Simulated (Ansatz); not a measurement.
Bi:
```
Bi
1.0
    0.00000     2.50399     2.50399
    2.50399     0.00000     2.50399
    2.50399     2.50399     0.00000
Bi
1
Direct
  0.00000   0.00000   0.00000
```

Relaxed with r²SCAN.

Problem. Map the electron localisation function on the plane through (0.000, 0.000, 0.000) spanned by u = [1, 1, 0] and v = [1, -1, 0] in lattice vectors, from the program Ansatz at the r²SCAN level (PAW).

Solution. x is the fraction of u, y of v (the angle between them is 90°; rows are the nearest grid lines); atoms in the plane: Bi at (0.00, 0.00), Bi at (0.50, 0.50).
```
y \ x   0.000  0.0968  0.194  0.258  0.355  0.452  0.548  0.645  0.742  0.806  0.903   1.00
------  -----  ------  -----  -----  -----  -----  -----  -----  -----  -----  -----  -----
1.00    0.365   0.251  0.414  0.301  0.192  0.244  0.244  0.192  0.301  0.414  0.251  0.365
0.944   0.149   0.276  0.412  0.294  0.213  0.288  0.288  0.213  0.294  0.412  0.276  0.149
0.833   0.248   0.408  0.390  0.258  0.348  0.409  0.409  0.348  0.258  0.390  0.408  0.248
0.778   0.387   0.431  0.361  0.251  0.393  0.429  0.429  0.393  0.251  0.361  0.431  0.387
0.667   0.413   0.397  0.261  0.289  0.426  0.304  0.304  0.426  0.289  0.261  0.397  0.413
0.611   0.376   0.339  0.222  0.319  0.431  0.176  0.176  0.431  0.319  0.222  0.339  0.376
0.556   0.298   0.257  0.203  0.340  0.427  0.115  0.115  0.427  0.340  0.203  0.257  0.298
0.444   0.298   0.257  0.203  0.340  0.427  0.115  0.115  0.427  0.340  0.203  0.257  0.298
0.389   0.376   0.339  0.222  0.319  0.431  0.176  0.176  0.431  0.319  0.222  0.339  0.376
0.333   0.413   0.397  0.261  0.289  0.426  0.304  0.304  0.426  0.289  0.261  0.397  0.413
0.222   0.387   0.431  0.361  0.251  0.393  0.429  0.429  0.393  0.251  0.361  0.431  0.387
0.167   0.248   0.408  0.390  0.258  0.348  0.409  0.409  0.348  0.258  0.390  0.408  0.248
0.0556  0.149   0.276  0.412  0.294  0.213  0.288  0.288  0.213  0.294  0.412  0.276  0.149
0.000   0.365   0.251  0.414  0.301  0.192  0.244  0.244  0.192  0.301  0.414  0.251  0.365
```

The density is the valence pseudo-density with augmentation charge, so density and ELF within about 1 Å of a nucleus are not all-electron values.

Space group Fm-3m (fcc (Cu type)). The start of the workflow was typed in or built on a structure type; neither database checked (COD, Materials Project) lists it. It is not the phase usual at ambient conditions (space group No. 166). The cell was relaxed with r²SCAN under the symmetry of its start. At this level the phase is mechanically unstable. Spin–orbit coupling is left out wherever it is not named.

Potentials: the earlier of the program's two PAW sets.
